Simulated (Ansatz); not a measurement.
Data:

Starting cell, MoSi₂ (MoSi2 type, space group I4/mmm):

```yaml
crystal:
  lattice:
    - [-1.60850, 1.60850, 3.93661]
    - [1.60850, -1.60850, 3.93661]
    - [1.60850, 1.60850, -3.93661]
  atoms:
    - { symbol: Mo, position: [0.00000, 0.00000, 0.00000] }
    - { symbol: Si, position: [0.33511, 0.33511, 0.00000] }
    - { symbol: Si, position: [0.66489, 0.66489, 0.00000] }
```

In this cell atom 1 (Mo, nearest neighbour Si at 2.619 Å; its periodic images, 3.2 Å or more away, move with it) is moved by s towards the nearest neighbour, unit vector (-0.614, -0.614, -0.496); all other atoms and the cell stay fixed.

Level of theory: PBE (plane waves to 420 eV, PAW, scalar-relativistic; Ansatz, a first-principles code). k mesh 16×16×16 (Γ-centred), Fermi-Dirac smearing 0.05 eV. The energy includes the smearing's −TS. Left out: 4 of 11 points, with atoms too close for the PAW data. With partly filled bands, energies and forces of such displacements shift with the k mesh and the smearing. MoSi2 is run without spin polarisation. MoSi2 was relaxed with its symmetry unable to fall. The PAW data are Ansatz's earlier set. ΔE is measured from the undisplaced structure.

The scan covers s from -0.474 to 0.474 Å in 7 points.

Question: Is the energy the same for equal positive and negative displacements?

Answer: Even: the same for both signs. With its periodic images moving along, the atom's site symmetry in this cell is 4/mmm.

Question: What force acts on the atom along the line at s = -0.474 Å?

Answer: 7.24 eV/Å.

Question: What is the energy change at s = 0.474 Å?

Answer: 1416 meV/cell.

Question: What is the force constant k = d²E/ds² of this move at s = 0?

Answer: 10.0 eV/Å².

(A displaced cell: forces are minus the slopes of the energy, force constants its curvatures, and phonons follow from these.)
